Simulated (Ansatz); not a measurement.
Ansatz (an electronic-structure program) input:

Ansatz 0.2 input:
```yaml
crystal:
  lattice:
    - [-1.6734971809, 1.6734971809, 5.7138794736]
    - [1.6734971809, -1.6734971809, 5.7138794736]
    - [1.6734971809, 1.6734971809, -5.7138794736]
  atoms:
    - { symbol: Nb, position: [0.0000392917, 0.0000392917, 0.0] }
    - { symbol: Nb, position: [0.7500392917, 0.2500392917, 0.5] }
    - { symbol: P, position: [0.5825907083, 0.5825907083, 0.0] }
    - { symbol: P, position: [0.3325907083, 0.8325907083, 0.5] }
kpoints:
  mp_grid: { grid: [13, 13, 13] }
  band_path:
    path:
      - [[0.0, 0.0, 0.0], [0.0, 0.0, 0.5], [0.25, 0.25, 0.25], [0.0, 0.5, 0.0], [0.0, 0.0, 0.0], [0.5, 0.5, -0.5], [0.2714450878, 0.7285549122, -0.2714450878]]  # Γ-X-P-N-Γ-M-S
      - [[-0.2714450878, 0.2714450878, 0.2714450878], [0.0, 0.0, 0.0]]  # S_0-Γ
      - [[0.0, 0.0, 0.5], [-0.0428901756, 0.0428901756, 0.5]]  # X-R
      - [[0.5, 0.5, -0.0428901756], [0.5, 0.5, -0.5]]  # G-M
    npoints: 8
basis: { xc_grid: 2 }
hamiltonian:
  xc: pbe
  pseudopotentials: { kind: paw }
magnetization: { noncollinear: true, spin_orbit: true }
scf:
  n_extra_bands: 12
  convergence: { dr2_threshold: 0.0000000001 }
  occupations: { method: gaussian, width: 0.05 }
output: { eigenvalues: true }
```

Output (shortened):

```
basis.fft_grid_basis auto: the FFT boxes are laid along the combinations [[1, 0, 1], [0, 1, 1], [0, 0, 1]] of the cell's own vectors, 3.347, 3.347 and 6.185 Å …
Pseudopotential: Nb, paw_fr, valence charge 13
Pseudopotential: P, paw_fr, valence charge 5
Functional definition: PBE
non-collinear run that drives no moment, with spin-orbit …
Crystal: 4 atoms, lattice volume = 64.009 Å³
Basis set: ecut = 420 eV, 1231 PW (Γ), FFT grids on a1+a3, a2+a3, a3, exchange–correlation on 48×48×90 points (8 copies of the dense FFT grid, shifted against one another)
Bands: 48, of which v1, the nominal top of the filled ones, is band 36 counted from 1 (35 counted from 0)
Symmetry: 8 space group operations + 8 with time reversal
k-points: 196 of 2197 (time reversal used)
Projection manifold: j_resolved (fully-relativistic pseudo-atomic orbitals)
SCF iter   1: F=—  HF=-10623.381804 eV  |F-HF|=—  |Δ(HF+E_count)|=         —  Δρ=6.99e-2  dr2=4.78e0  dr2_m=0.00e0 (ungated)  ethr=3.10e-3  |M|=0.00e0 ∫|m|=0.00e0 μB  |m|>n=0.0e0 m-floor=0.0e0 τ_xc=0.0e0  β_m=0.30  ⟨swp⟩=6.2  Hψ=45910  notcnv=0  defer=3
preconditioner: auto → Kerker (q_TF=auto, 2.479 Å⁻¹)
spin=Noncollinear: Kerker preconditioning applied to the charge; magnetization (m_x, m_y, m_z) channels mix plain (no charge-response kernel on spin).
SCF iter   2: F=—  HF=-10622.554614 eV  |F-HF|=—  |Δ(HF+E_count)|=   8.27e-1  Δρ=4.65e-2  dr2=1.88e0  dr2_m=0.00e0 (ungated)  ethr=3.10e-3  |M|=0.00e0 ∫|m|=0.00e0 μB  |m|>n=0.0e0 m-floor=0.0e0 τ_xc=0.0e0  β_m=0.55  ⟨swp⟩=2.7  Hψ=16820  notcnv=0  defer=1176
SCF iter   3: F=—  HF=-10622.082572 eV  |F-HF|=—  |Δ(HF+E_count)|=   4.72e-1  Δρ=1.12e-2  dr2=5.36e-2  dr2_m=0.00e0 (ungated)  ethr=3.10e-3  |M|=0.00e0 ∫|m|=0.00e0 μB  |m|>n=0.0e0 m-floor=0.0e0 τ_xc=0.0e0  β_m=0.78  ⟨swp⟩=4.0  Hψ=17668  notcnv=0  defer=1176
SCF iter   4: F=—  HF=-10622.081381 eV  |F-HF|=—  |Δ(HF+E_count)|=   1.19e-3  Δρ=3.60e-3  dr2=1.16e-2  dr2_m=0.00e0 (ungated)  ethr=1.49e-4  |M|=0.00e0 ∫|m|=0.00e0 μB  |m|>n=0.0e0 m-floor=0.0e0 τ_xc=0.0e0  β_m=0.89  ⟨swp⟩=2.2  Hψ=16052  notcnv=0  defer=1150
SCF iter   5: F=—  HF=-10622.078585 eV  |F-HF|=—  |Δ(HF+E_count)|=   2.80e-3  Δρ=3.28e-4  dr2=6.97e-5  dr2_m=0.00e0 (ungated)  ethr=3.22e-5  |M|=0.00e0 ∫|m|=0.00e0 μB  |m|>n=0.0e0 m-floor=0.0e0 τ_xc=0.0e0  β_m=0.94  ⟨swp⟩=2.0  Hψ=12708  notcnv=0  defer=1150
SCF iter   6: F=—  HF=-10622.078601 eV  |F-HF|=—  |Δ(HF+E_count)|=   1.61e-5  Δρ=7.60e-5  dr2=4.00e-6  dr2_m=0.00e0 (ungated)  ethr=1.94e-7  |M|=0.00e0 ∫|m|=0.00e0 μB  |m|>n=0.0e0 m-floor=0.0e0 τ_xc=0.0e0  β_m=0.97  ⟨swp⟩=2.5  Hψ=15378  notcnv=0  defer=1150
SCF iter   7: F=—  HF=-10622.078602 eV  |F-HF|=—  |Δ(HF+E_count)|=   4.29e-7  Δρ=1.52e-5  dr2=1.72e-7  dr2_m=0.00e0 (ungated)  ethr=1.11e-8  |M|=0.00e0 ∫|m|=0.00e0 μB  |m|>n=0.0e0 m-floor=0.0e0 τ_xc=0.0e0  β_m=0.99  ⟨swp⟩=2.5  Hψ=13751  notcnv=0  defer=1150
SCF iter   8: F=—  HF=-10622.078602 eV  |F-HF|=—  |Δ(HF+E_count)|=   9.93e-8  Δρ=2.58e-6  dr2=3.90e-9  dr2_m=0.00e0 (ungated)  ethr=4.78e-10  |M|=0.00e0 ∫|m|=0.00e0 μB  |m|>n=0.0e0 m-floor=0.0e0 τ_xc=0.0e0  β_m=0.99  ⟨swp⟩=2.0  Hψ=12037  notcnv=0  defer=1150
SCF iter  10: F=-10622.078602 eV  HF=-10622.078602 eV  |F-HF|=5.46e-12  |Δ(HF+E_count)|=  2.00e-11  Δρ=1.02e-7  dr2=8.02e-12  dr2_m=0.00e0 (ungated)  ethr=1.00e-12  |M|=0.00e0 ∫|m|=0.00e0 μB  |m|>n=0.0e0 m-floor=0.0e0 τ_xc=0.0e0  ⟨swp⟩=9.6  Hψ=30284  notcnv=0
SCF 1 converged in 10 iterations: F = -10622.078602 eV  dr2 = 8.02e-12
NSCF: frozen V_eff on 76 k-points
SCF converged after 10 iterations
Magnetization: |M| = 0.0000 μB,  M = (+0.0000, +0.0000, +0.0000) μB
Absolute magnetization: 0.0000 μB (∫|m|)
  site 0: m = (+0.0000, +0.0000, +0.0000) μB, |m| = 0.0000 μB  (R = 1.05 Å)
  site 1: m = (+0.0000, +0.0000, +0.0000) μB, |m| = 0.0000 μB  (R = 1.05 Å)
  site 2: m = (+0.0000, +0.0000, +0.0000) μB, |m| = 0.0000 μB  (R = 1.05 Å)
  site 3: m = (+0.0000, +0.0000, +0.0000) μB, |m| = 0.0000 μB  (R = 1.05 Å)
Free energy (F): -10622.078602 eV
Harris-Foulkes:  -10622.078602 eV  (|F-HF|=5.46e-12)
Internal energy: -10622.077883 eV  (E = F + TS)
E sigma→0 (E₀):  -10622.078242 eV
Entropy (-TS):   -0.000719 eV (-0.180 meV/atom)
Fermi energy:    14.984381 eV
--- Per-component energies (eV) ---
  E_band       = -143.827199
  E_kinetic    = 933.941262
  E_local      = -1719.584708  (includes V_loc(G=0)·N_el)
  E_nonlocal   = 304.646943
  E_hartree    = 559.235955
  E_xc         = -477.484048
  E_vxc        = -552.141764  (∫ρ·V_xc dr)
  E_paw        = -7286.721014  (= ΣΔE_a)
  E_vpaw       = -229.160848  (= ΣTr[D̂ρ^β])
  E_aug_tail   = 0.000022  (compensation charges beyond the density's cutoff)
  E_ewald      = -2936.112294
  E_smearing   = -0.000719  (= −TS)
  E_closure    = 0.000000  (closes the sum)
  Σ components = -10622.078602   (vs F -10622.078602, Δ=0.00e0)
  [band-id]    e_kinetic+e_local+e_nonlocal+2·e_hartree+e_vxc+e_vpaw+e_augmentation_tail = -143.827185   (vs E_band -143.827199, Δ=1.39e-5)
--- Band table (eV; the first three rows and the last of 196) ---
  k-point 0: bands = ["-39.9277", "-39.9277", "-39.8892", "-39.8892", "-17.4791", "-17.4791", "-17.3507", "-17.3507", "-15.4814", "-15.4814", "-15.2980", "-15.2980", "-15.2545", "-15.2545", "-15.1731", "-15.1731", "2.2207", "2.2207", "4.6498", "4.6498", …
  k-point 1: bands = ["-39.9251", "-39.9251", "-39.8878", "-39.8878", "-17.4862", "-17.4789", "-17.3608", "-17.3594", "-15.4900", "-15.4722", "-15.3213", "-15.3029", "-15.2731", "-15.2652", "-15.1880", "-15.1713", "2.3805", "2.3815", "4.6870", "4.7163", …
  k-point 2: bands = ["-39.9179", "-39.9179", "-39.8840", "-39.8840", "-17.4986", "-17.4857", "-17.3878", "-17.3845", "-15.4988", "-15.4616", "-15.3668", "-15.3346", "-15.3173", "-15.2971", "-15.2114", "-15.1834", "2.8252", "2.8289", "4.7935", "4.8398", …
  k-point 195: bands = ["-39.9077", "-39.9077", "-39.9072", "-39.9072", "-17.4180", "-17.4171", "-17.4160", "-17.4124", "-15.3783", "-15.3777", "-15.3560", "-15.3523", "-15.2629", "-15.2605", "-15.2414", "-15.2409", "3.2619", "3.2655", "3.2764", "3.2852", …
```

Cost: very roughly 2.2 core-minutes on shared cores.

Space group I4_1md. Symmetry was held in the PBE relaxation; of distortions, only those at the zone centre were tested. The run is not spin-polarised.

Potentials: the later of the program's two PAW sets.

Ansatz is a plane-wave DFT program.
